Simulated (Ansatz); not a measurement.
## Ni3O4 (Cmmm), random displacements

Level of theory: DFT PBEsol, scalar-relativistic, plane waves, PAW (Ansatz 0.2.0). The runs took a 420 eV cutoff, a Γ-centred 8×8×14 mesh and Gaussian smearing (0.15 eV). No spin polarisation. A magnetic state may lie lower. Energies are free energies at this smearing, counted from the undisturbed cell; pressure is positive in compression.

The undisturbed cell (relaxed at this level; it needn't be the usual structure):

```yaml
crystal:
  lattice:
    - [2.92423, -3.92382, 0.00000]
    - [2.92423, 3.92382, 0.00000]
    - [0.00000, 0.00000, 2.84726]
  atoms:
    - { symbol: Ni, position: [0.50000, 0.00000, 0.50000] }
    - { symbol: Ni, position: [0.00000, 0.50000, 0.50000] }
    - { symbol: Ni, position: [0.00000, 0.00000, 0.00000] }
    - { symbol: O, position: [0.78789, 0.78789, 0.50000] }
    - { symbol: O, position: [0.21211, 0.21211, 0.50000] }
    - { symbol: O, position: [0.23716, 0.76284, 0.00000] }
    - { symbol: O, position: [0.76284, 0.23716, 0.00000] }
```

The atoms are displaced (Å, in the unstrained cell):

| atom | ux | uy | uz |
| --- | --- | --- | --- |
| Ni1 | 0.102 | 0.125 | 0.252 |
| Ni2 | -0.112 | -0.198 | -0.020 |
| Ni3 | -0.188 | -0.033 | -0.091 |
| O4 | -0.057 | 0.047 | -0.259 |
| O5 | -0.015 | 0.061 | -0.069 |
| O6 | 0.122 | -0.141 | -0.002 |
| O7 | 0.149 | 0.138 | 0.189 |

Strain (Voigt, engineering shear): (0.0223, -0.0207, 0.0192, -0.0576, -0.0371, 0.1189).

**Question.** What are the energy change, the stress and the forces?

**Answer.** ΔE = 286.7 meV/atom; stress (xx, yy, zz, yz, xz, xy; compression positive) (-0.19, 6.06, 1.57, 1.36, 2.61, -6.89) GPa.
```csv
atom,Fx (eV/Å),Fy,Fz
Ni1,-0.35,-0.77,-1.01
Ni2,3.37,3.53,1.74
Ni3,2.32,-0.35,-1.27
O4,-0.66,-0.31,2.06
O5,-1.51,-3.19,0.76
O6,-0.65,1.18,-0.67
O7,-2.52,-0.08,-1.61
```

Cost: 1 run of about 1 core-minutes, on AMD EPYC 9R45 (Zen 5) (shared hosts).